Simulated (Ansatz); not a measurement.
Two states of HfV2

```
Hf V
1.0
     0.00000    3.68928    3.68928
     3.68928    0.00000    3.68928
     3.68928    3.68928    0.00000
Hf V
2 4
Direct
  0.00000 0.00000 0.00000
  0.25000 0.25000 0.25000
  0.62500 0.62500 0.62500
  0.12500 0.62500 0.62500
  0.62500 0.62500 0.12500
  0.62500 0.12500 0.62500
```

Single point in Ansatz 0.2.0 with PBEsol, with U_eff = 5.96 eV on V d (all-electron-ortho-atomic projectors). Cutoff 420 eV, PAW datasets, 6×6×6 Γ-centred k mesh, gaussian filling (width 0.146 eV).

State A: V3 along (0.42, 0.42, -0.81), V4 along (-0.71, -0.71, 0.00), V5 along (0.42, 0.42, 0.81), V6 along (-0.71, -0.71, 0.00) (spinors with spin-orbit coupling). State B: V3 along (0.54, 0.54, 0.65), V4 along (0.61, -0.61, -0.51), V5 along (-0.54, -0.54, 0.65), V6 along (-0.61, 0.61, -0.51) (spinors with spin-orbit coupling).

Compare the two self-consistent states.

State B is lower by 20.3 meV an atom at zero smearing; in free energy at this smearing B lies -19.5 meV an atom from A.

```csv
state,free energy (meV/atom),largest moment in a small sphere (μB),net moment (μB/cell),gap on mesh (eV),pressure (GPa),largest force (eV/Å)
A,19.5,2.72,3.33,metal,22.1,0.28
B,0.0,2.64,1.47,metal,21.1,0.12
```

Origin: a database entry at a rescaled volume. Caveats: atoms or cell far from equilibrium; the SCF threshold is loose for a stress.
